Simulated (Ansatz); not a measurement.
InP:
```
InP
1.0
    7.33385     0.00000     0.00000
    0.00000     7.33385     0.00000
    0.00000     0.00000     7.33385
In P
6 6
Direct
  0.25000   0.00000   0.50000
  0.50000   0.25000   0.00000
  0.50000   0.75000   0.00000
  0.75000   0.00000   0.50000
  0.00000   0.50000   0.75000
  0.00000   0.50000   0.25000
  0.25000   0.50000   0.00000
  0.00000   0.25000   0.50000
  0.00000   0.75000   0.50000
  0.75000   0.50000   0.00000
  0.50000   0.00000   0.75000
  0.50000   0.00000   0.25000
```

DFT-PBE in the program Ansatz with PAW potentials gives a gap of 0.50 eV without spin–orbit coupling, maximum at Γ, minimum at Γ.

Problem. What happens when spin–orbit coupling is switched on?

Solution. The gap decreases by 0.04 eV, to 0.46 eV; maximum at Γ, minimum at Γ.

Problem. How large is the spin–orbit splitting of the valence top at Γ?

Solution. The fourfold level lies 0.13 eV above the split-off pair.

Space group Pm-3n. The start of the workflow was typed in or built on a structure type; neither database checked (COD, Materials Project) lists it. It is not the phase usual at ambient conditions (space group No. 216). The PBE relaxation kept the symmetry of its start; its stability against distortions is not shown here. The volume moved by 31 % from the start of the relaxation.

Potentials: the later of the program's two PAW sets.
